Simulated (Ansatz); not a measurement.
SrSnS₃:
```xyz
20
Lattice="8.1150 0.0000 0.0000 0.0000 3.8677 0.0000 0.0000 0.0000 14.1108" Properties=species:S:1:pos:R:3 pbc="T T T"
Sr     3.3822     0.9669     9.5507
Sr     4.7328     2.9008     4.5601
Sr     0.6753     2.9008     2.4953
Sr     7.4397     0.9669    11.6155
Sn     1.4133     0.9669     6.2106
Sn     6.7017     2.9008     7.9002
Sn     2.6442     2.9008    13.2660
Sn     5.4708     0.9669     0.8448
S      0.2394     0.9669     8.5533
S      7.8756     2.9008     5.5575
S      3.8181     2.9008     1.4979
S      4.2969     0.9669    12.6129
S      1.1800     0.9669     0.0419
S      6.9349     2.9008    14.0689
S      2.8774     2.9008     7.0973
S      5.2375     0.9669     7.0135
S      2.4656     0.9669     3.9863
S      5.6494     2.9008    10.1245
S      1.5919     2.9008    11.0417
S      6.5231     0.9669     3.0691
```

Relaxed with PBEsol. Special points in fractions of this cell's reciprocal vectors: Γ (0.000, 0.000, 0.000); X (0.500, 0.000, 0.000); S (0.500, 0.500, 0.000); Y (0.000, 0.500, 0.000); Z (0.000, 0.000, 0.500); U (0.500, 0.000, 0.500); R (0.500, 0.500, 0.500); T (0.000, 0.500, 0.500).

### Question
List the band energies nearest the valence-band maximum at these points for PBEsol (plane waves, PAW; program Ansatz).

### Answer
In eV from the valence-band maximum; about four levels below and three above (degenerate sets whole), none deeper than 8.9 eV; points with the same levels are listed once.

```tsv
k	below	above
Γ	-0.50 -0.39 -0.37 -0.29	0.86 0.94 1.13
X	-0.47 -0.47 -0.41 -0.41	0.71 0.71 2.25 2.25
S	-0.54 -0.54 -0.54 -0.54	1.92 1.92 1.92 1.92
Y	-0.90 -0.90 -0.87 -0.87	0.88 0.88 2.02 2.02
Z	-0.39 -0.39 -0.38 -0.38	0.90 0.90 1.56 1.56
U	-0.54 -0.54 -0.52 -0.52	0.75 0.75 2.16 2.16
R	-0.65 -0.65 -0.65 -0.65	1.99 1.99 1.99 1.99
T	-1.14 -1.14 -0.72 -0.72	1.12 1.12 1.76 1.76
```

Space group Pnma. The first step of the workflow began from a Materials Project structure, measured or hypothetical; the Crystallography Open Database copy checked does not list it. Whether it is the stable phase at ambient conditions was not checked. Symmetry was held in the PBEsol relaxation; of distortions, only those at the zone centre were tested. Spin–orbit coupling is left out wherever it is not named.

Potentials: the later of the program's two PAW sets.
